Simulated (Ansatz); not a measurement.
## Profile along the Au–Au line in BiAu2 (cubic Laves, MgCu2 type)

BiAu2 (cubic Laves, MgCu2 type)

```yaml
crystal:
  lattice:
    - [0.00000, 3.97237, 3.97237]
    - [3.97237, 0.00000, 3.97237]
    - [3.97237, 3.97237, 0.00000]
  atoms:
    - { symbol: Bi, position: [0.00000, 0.00000, 0.00000] }
    - { symbol: Bi, position: [0.25000, 0.25000, 0.25000] }
    - { symbol: Au, position: [0.62500, 0.62500, 0.12500] }
    - { symbol: Au, position: [0.62500, 0.12500, 0.62500] }
    - { symbol: Au, position: [0.62500, 0.62500, 0.62500] }
    - { symbol: Au, position: [0.12500, 0.62500, 0.62500] }
```

Fields along a shortest Au–Au line of a {110} plane (2.81 Å), from Au to Au, interpolated on the slice's grid (step about 0.2 Å). Computed with PBEsol (plane waves to 420 eV, PAW, scalar-relativistic; Ansatz, an electronic-structure program). k mesh 10×10×10. Inside the PAW spheres the values are not all-electron values, and peaks at nuclei hang on which shells count as valence. BiAu2 was relaxed with its symmetry unable to fall. Spin-orbit coupling is left out, though Au and Bi are heavy.

| distance from Au (Å) | valence electron density (e/Å³) | electron localisation function |
|---|---|---|
| 0.00 | 14.33 | x |
| 0.28 | 11.83 | x |
| 0.56 | 6.27 | 0.57 |
| 0.84 | 1.83 | 0.42 |
| 1.12 | 0.52 | 0.27 |
| 1.41 | 0.34 | 0.24 |
| 1.69 | 0.51 | 0.27 |
| 1.97 | 1.82 | 0.42 |
| 2.25 | 6.26 | 0.57 |
| 2.53 | 11.83 | x |
| 2.81 | 15.08 | x |

x: too close to a nucleus for the ELF to mean much.

Density on the Au–Au line (2.81 Å) at its midpoint: 0.34 e/Å³. ELF at that point: 0.2.
